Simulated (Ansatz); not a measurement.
**Structure relaxation, GaP**

The start is a relaxed GaP cell deformed by the Cartesian strain tensor (xx, yy, zz, yz, xz, xy) = (-0.159, -0.092, 0.112, -0.026, 0.045, -0.049). Cell shape, volume and atoms are optimised at zero target pressure with r2SCAN (plane waves to 500 eV, PAW, scalar-relativistic; Ansatz, a quantum-chemistry and plane-wave program). The first steps use a coarse 8×7×8 k-mesh.

Input geometry:
```
GaP
1.0
   -0.00954     2.40406     2.96010
    2.41632    -0.20443     3.15498
    2.15874     2.34137     0.05315
P Ga
1 1
Cartesian
  3.42415   3.40575   4.62617
  0.00000   0.00000   0.00000
```

Question: How much energy is released per atom?

Answer: 0.57 eV/atom.

Question: How does the volume change?

Answer: +18.5 %, from 17.09 to 20.25 Å³/atom.

Question: Does it find its way back to the structure it was made from?

Answer: It returns to the parent structure, F-43m (No. 216).

Question: What band gap does the relaxed structure have at this level?

Answer: 1.85 eV, indirect (valence top at Γ, conduction bottom at 87 % of the way from Γ to X) (no spin-orbit coupling).

Relaxed structure:

```cif
data_Ga4P4
_chemical_formula_sum 'P4 Ga4'
_space_group_name_H-M_alt 'F-43m'
_space_group_IT_number 216
_space_group_name_Hall 'F -4 2 3'
_cell_length_a 5.45132
_cell_length_b 5.45132
_cell_length_c 5.45132
_cell_angle_alpha 90.000
_cell_angle_beta 90.000
_cell_angle_gamma 90.000
loop_
_atom_site_label
_atom_site_type_symbol
_atom_site_symmetry_multiplicity
_atom_site_Wyckoff_symbol
_atom_site_fract_x
_atom_site_fract_y
_atom_site_fract_z
_atom_site_occupancy
P1 P 4 c 0.25000 0.25000 0.25000 1
Ga1 Ga 4 b 0.50000 0.50000 0.50000 1
```
(The calculation used a cell of 2 atoms; values per cell refer to that cell.)

Final values are on a 10×10×10 k-mesh of the relaxed cell. No spin polarisation in the result.
